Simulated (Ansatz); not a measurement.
ZnSe$_{2}$ under pressure: fit and missing row

ZnSe$_{2}$, Pa-3, a = 6.239 Å. The structure is a Materials Project entry; whether it is the stable form wasn't checked. Ansatz: PBEsol, PAW, 420 eV, Γ-centred 4×4×4 mesh on 12 atoms, Gaussian smearing 0.02 eV; no spin polarisation. Cell and atoms are relaxed at each pressure, and no other structure is tried, so the rows at high pressure may lie past a change of phase.

| V (Å³/atom) | P (GPa) |
| --- | --- |
| 16.776 | 20.01 |
| 18.096 | 10.01 |
| 19.004 | 5.01 |
| 19.693 | 1.99 |
| 20.240 | -0.01 |
| ? | -2.00 |

Problem. Take V0 = 20.240 Å³/atom, count pressures from its P0 = -0.01 GPa, fit the third-order Birch–Murnaghan form to the other rows, and predict the missing volume.

Solution. With the Eulerian strain f = ½[(V0/V)^(2/3) − 1] and y = (P − P0)/[3f(1 + 2f)^(5/2)], the form is the line y = B0 + 1.5 B0 (B0′ − 4) f. Rows (f, y): 0.06665, 73.2; 0.03875, 71.5; 0.02145, 70.2; 0.00922, 69.1. Means f = 0.03402, y = 71.000; Σ(Δf)² = 0.001860, ΣΔfΔy = 0.1313; the slope is their ratio. y = 68.60 + 70.60 f GPa, so B0 = 68.6 GPa and B0′ = 4 + 2 × (70.60)/(3 × 68.60) = 4.69. P = -2.00 GPa is met at f = -0.01029 (y = 67.87), so V = V0 (1 + 2f)^(−3/2) = 20.882 Å³/atom. The run gave 20.886 Å³/atom, so the fit is 0.004 Å³/atom too low, within twice the rms miss on the fitted rows (0.003 Å³/atom). The form still works here, 22 % of the fitted range beyond its end.

The mesh isn't the same in all rows (4×4×4, 6×6×6).